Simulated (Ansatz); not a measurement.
# Optical constants of TaSb

Computed with Ansatz 0.2.0, DFT PBEsol, scalar-relativistic, plane waves, PAW. Plane waves to 420 eV; Γ-centred k mesh 14×14×14; Fermi-Dirac smearing of 0.15 eV. No spin polarisation.

Relaxed structure:
```
Ta Sb
1.0
     0.00000    2.79429    2.79429
     2.79429    0.00000    2.79429
     2.79429    2.79429    0.00000
Ta Sb
1 1
Direct
  0.50000 0.50000 0.50000
  0.00000 0.00000 0.00000
```

The cell was built by swapping an element in a database structure (itself possibly hypothetical) and relaxing; it need not be the stable form of this composition. In a metal these results depend on the k mesh and the smearing. Spin–orbit coupling is left out, which matters for heavy elements.

Independent-particle response (no local fields, no excitons) on a 22×22×22 mesh, broadened by 0.1 eV; the Drude term is undamped and its weight carries the smearing above, which sets much of it in a semimetal. The run couldn't bound its error over part or most of this range, so small peaks and near ties are unsure. Light polarised along z. ε₁ lacks the small share of bands above those solved.

**Question.** Tabulate ε₁ and ε₂ against photon energy.

**Answer.**
```csv
E (eV),ε₁,ε₂
0.3,-253.63,80.33
0.7,-48.64,36.45
1.1,-3.79,28.10
1.5,-4.30,25.34
1.9,-1.68,25.51
2.3,-4.19,16.73
2.7,-0.85,14.41
3.1,1.93,13.54
3.5,3.32,15.80
3.9,0.69,18.05
4.3,-5.67,14.52
4.7,-6.62,13.12
5.1,-5.44,8.47
5.5,-5.24,7.28
5.9,-4.08,6.26
6.3,-3.59,4.96
6.7,-2.17,4.16
7.1,-0.06,5.48
7.5,-1.15,6.59
7.9,-2.90,6.96
8.3,-3.71,5.06
8.7,-3.46,4.35
9.1,-3.37,3.85
9.5,-3.64,2.91
9.9,-2.87,2.03
10.3,-2.31,2.10
10.7,-2.38,2.12
11.1,-2.07,1.75
11.5,-2.01,1.66
```

**Question.** Where is the highest local maximum of ε₂ between 0.3 and 12 eV?

**Answer.** At 1.3 eV, where ε₂ = 31.5.